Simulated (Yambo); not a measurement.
A BSE run in Yambo for CsLiSO₅H₄ (space group Cm, No. 8) (PBEsol bands; 4×4×4 mesh, 10 valence and 13 conduction bands, static screening with 84 bands and a 3 Ry block, scissor 2.67 eV, Tamm-Dancoff; field along x) gives:

| state | energy (eV) | states within 2 meV | relative strength | class |
|---|---|---|---|---|
| 1 | 5.75 | 1 | 1.00 | strong |
| 2 | 5.86 | 1 | < 0.01 | dark |
| 3 | 6.26 | 1 | < 0.01 | dark |
| 4 | 6.31 | 1 | 0.05 | weak |
| 5 | 6.41 | 1 | 0.51 | strong |

Axes are Cartesian, with cell vectors (Å) (6.07, -2.87, 0.00), (6.07, 2.87, 0.00), (-1.57, 0.00, 4.55).

Question: What changes when the light is polarised along y instead?

Answer: The energies stay; the strengths change. The first strong state is now at 5.86 eV instead of 5.75 eV.
```csv
state,energy (eV),states within 2 meV,relative strength,class
1,5.75,1,< 0.01,dark
2,5.86,1,0.47,strong
3,6.26,1,1.00,strong
4,6.31,1,< 0.01,dark
5,6.41,1,< 0.01,dark
```
Each run's strengths are scaled to its own strongest state. These are vertical excitations (zero momentum); the indirect quasiparticle gap, about 6.76 eV, is smaller than the direct one (7.53 eV on the GW mesh). The scissor comes from a G0W0 run whose convergence isn't established.

Geometry of the Materials Project entry, not relaxed at this level; primitive cell a = b = 6.7101 Å, c = 4.8122 Å, α = β = 107.13°, γ = 50.65°.
